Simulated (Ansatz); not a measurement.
CdS:
```xyz
2
Lattice="0.0000 2.9389 2.9389 2.9389 0.0000 2.9389 2.9389 2.9389 0.0000" Properties=species:S:1:pos:R:3 pbc="T T T"
S      4.4084     4.4084     4.4084
Cd     0.0000     0.0000     0.0000
```

x, y and z are the axes in which the lattice vectors are written.

Question: Give the high-frequency dielectric tensor and the Born effective charge tensors of the independent atoms from DFPT, plane-wave PAW r²SCAN (Ansatz code).

Answer: 
ε∞:
```
5.50  0.00  0.00
0.00  5.50  0.00
0.00  0.00  5.50
```
Z* of atom 1 (S), rows: field, columns: displacement, in e:
```
-2.19   0.00   0.00
 0.00  -2.19   0.00
 0.00   0.00  -2.19
```
Z* of atom 2 (Cd), rows: field, columns: displacement, in e:
```
2.19  0.00  0.00
0.00  2.19  0.00
0.00  0.00  2.19
```

Static charges for comparison (Bader): S1 -0.94, Cd2 +0.94 e. Born charges measure polarisation by displacement and can exceed these by far.

Space group F-43m (zinc blende). The r²SCAN relaxation kept the symmetry of its start. Scalar-relativistic: spin–orbit coupling is off unless named, which matters more the heavier the elements.

Potentials: the later of the program's two PAW sets.
